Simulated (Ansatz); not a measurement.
Rb2ScInCl6:
```
Rb2ScInCl6
1.0
    0.00000     5.46592     5.46592
    5.46592     0.00000     5.46592
    5.46592     5.46592     0.00000
Rb Sc In Cl
2 1 1 6
Direct
  0.75000   0.75000   0.75000
  0.25000   0.25000   0.25000
  0.00000   0.00000   0.00000
  0.50000   0.50000   0.50000
  0.77268   0.22732   0.22732
  0.22732   0.77268   0.77268
  0.22732   0.77268   0.22732
  0.77268   0.22732   0.77268
  0.22732   0.22732   0.77268
  0.77268   0.77268   0.22732
```

Relaxed with r²SCAN.

Q: Map the valence electron density (e/Å³), cut off at 1 on the plane through (0.750, 0.750, 0.750) spanned by u = [1, 0, 0] and v = [-1, 1, 1] in lattice vectors, from the program Ansatz at the r²SCAN level (PAW).

A: x is the fraction of u, y of v (the angle between them is 90°; rows are the nearest grid lines); atoms in the plane: Rb at (0.00, 0.00), Rb at (0.00, 0.50), Sc at (0.50, 0.25), In at (0.50, 0.75), Cl at (0.50, 0.48), Cl at (0.50, 0.02).
```
|8999962000000137999779997310000002699998|
|9999731000000012469999642100000001379999|
|9985310000000001223443221000000000135899|
|1100000000000000011111100000000000000011|
|0000000000000012358998532100000000000000|
|0000000000000126999999996210000000000000|
|0000000000000138999999998310000000000000|
|0000000000000123899999983210000000000000|
|0000000000000001122332211000000000000000|
|3321100000000000111111110000000000011233|
|9985310000000001223443221000000000135899|
|9999952000000124899999984210000002599999|
|9999952000000137999009997310000002599999|
|9985310000000124799999974210000000135899|
|3321100000000012468998642100000000011233|
|0000000000000000122332210000000000000000|
|0000000000000002599999952000000000000000|
|0000000000000115999999995110000000000000|
|0000000000000014999999994100000000000000|
|0000000000000001147997411000000000000000|
|1100000000000001234444321000000000000011|
|9985310000000124799999974210000000135899|
|9999731000000136999999996310000001379999|
|8999962000000137999779997310000002699998|
```
Scale: ten equal steps from 0.000 (start of '0') to 1.00 (end of '9'), in the order '0123456789'; x runs from 0.000 to 1.00, y from 0.000 (bottom) to 1.00 (top).

The density is the valence pseudo-density with augmentation charge, so density and ELF within about 1 Å of a nucleus are not all-electron values.

Space group Fm-3m. The first step of the workflow began from a Materials Project structure, measured or hypothetical; the Crystallography Open Database copy checked does not list it. Whether it is the stable phase at ambient conditions was not checked. The r²SCAN relaxation kept the symmetry of its start; whether a distortion lowers the energy is not shown. No spin polarisation was allowed.

Potentials: the later of the program's two PAW sets.
